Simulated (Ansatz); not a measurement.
Input and command of a plane-wave DFT calculation in Ansatz:

```yaml
crystal:
  lattice:
    - [2.8107494552, 0.0, 0.0]
    - [0.0, 2.8107494552, 0.0]
    - [0.0, 0.0, 3.685]
  atoms:
    - { symbol: Cu, position: [0.5, 0.5, 0.5] }
    - { symbol: Au, position: [0.0, 0.0, 0.0] }
basis:
  ecutwfc: 420
kpoints:
  mp_grid: { grid: [6, 6, 6] }
hamiltonian:
  xc: pbesol
scf:
  occupations: { method: gaussian, width: 0.1 }
output:
  forces: true
  stress: true
  eigenvalues: true
```

```bash
ansatz run input.yaml --threads 1 --pin off --max-ram 2560MiB --backend cpu --events-out ev --progress --plain --runs-dir out
```

Processor: Arm Neoverse V2, 1 thread, on a host shared with other jobs.

Q: Estimate time, memory and problem size.

A: About 1.6 s on 1 thread of Arm Neoverse V2 (shared host), peak memory 0.3 GiB. It solves 23 bands at 40 k points (the mesh reduced by symmetry) with about 553 plane waves, in 7 SCF iterations.
